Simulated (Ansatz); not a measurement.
HfSi in space group P6/mmm (No. 191; Hf on 3f, Si on 1a, Si on 2d) under volume change, DFT-PBE in the program Ansatz with PAW potentials, shape and atoms relaxed at each volume.

| V (Å³/atom) | E − E(relaxed) (meV/atom) | P (GPa) |
|---|---|---|
| 19.977 | 65.2 | 11.40 |
| 20.636 | ? | ? |
| 21.295 | 6.5 | 3.26 |
| 21.953 | 0.0 | 0.00 |
| 22.612 | ? | ? |
| 23.270 | 22.4 | -5.20 |
| 23.929 | 48.1 | -7.26 |

Q: Some entries are withheld; supply them.

A: 
- 20.636, E − E(relaxed) (meV/atom): 27.5
- 20.636, P (GPa): 7.04
- 22.612, E − E(relaxed) (meV/atom): 5.9
- 22.612, P (GPa): -2.79

Q: What does a third-order Birch–Murnaghan fit give for V₀, B₀ and B′?

A: V₀ = 21.96 Å³/atom, B₀ = 100 GPa, B′ = 4.0.

The cell is a constructed one: a structure type filled with these elements; neither database checked (COD, Materials Project) lists it. COD files the formula under space group No. 62, so this cell is another polymorph or a model. Its standing as an ambient phase is unchecked. The cell was relaxed with PBE under the symmetry of its start; whether a distortion lowers the energy is not shown. The run is not spin-polarised. Scalar-relativistic: spin–orbit coupling is off unless named, which matters more the heavier the elements.

Potentials: the later of the program's two PAW sets.
